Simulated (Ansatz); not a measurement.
A geometry of Pt away from equilibrium: step 2 of the relaxation of a relaxed Pt cell displaced along its unstable phonon at q = Γ (61i cm⁻¹), largest move 0.15 Å. Calculation: PBEsol (plane waves to 420 eV, PAW, scalar-relativistic; Ansatz, an electronic-structure program). Γ-centred k-mesh 8×8×12 on the run's cell (coarser than for final values), Fermi–Dirac smearing 0.05 eV.

```yaml
crystal:
  lattice:
    - [4.43610, 0.00000, 0.00000]
    - [-2.21805, 3.84177, 0.00000]
    - [0.00000, 0.00000, 2.67786]
  atoms:
    - { symbol: Pt, position: [0.00000, 0.00000, 0.00000] }
    - { symbol: Pt, position: [0.33333, 0.66667, 0.42323] }
    - { symbol: Pt, position: [0.66667, 0.33333, 0.57677] }
```

### Question
Give the Cartesian forces on all atoms (eV/Å).

### Answer
```json
[
 {"atom": "Pt1", "Fx": "0.00", "Fy": "0.00", "Fz": "0.00"},
 {"atom": "Pt2", "Fx": "0.00", "Fy": "0.00", "Fz": "-0.27"},
 {"atom": "Pt3", "Fx": "0.00", "Fy": "0.00", "Fz": "0.27"}
]
```

### Question
What is the pressure?

### Answer
+1.8 GPa, compression positive.

### Question
How much energy per atom can still be gained by relaxing?

### Answer
0.03 eV/atom; the path ends in Im-3m (No. 229) (bcc (W type)).

No spin polarisation in the result.

The run could not lose the symmetry of its start, so the end can be a saddle point.

The end of the path is a generated cell of Pt: the first start was made by placing the elements on the sites of a structure type, and the end was not matched to a known phase here, so it may be hypothetical. Known forms of Pt include space group No. 225.
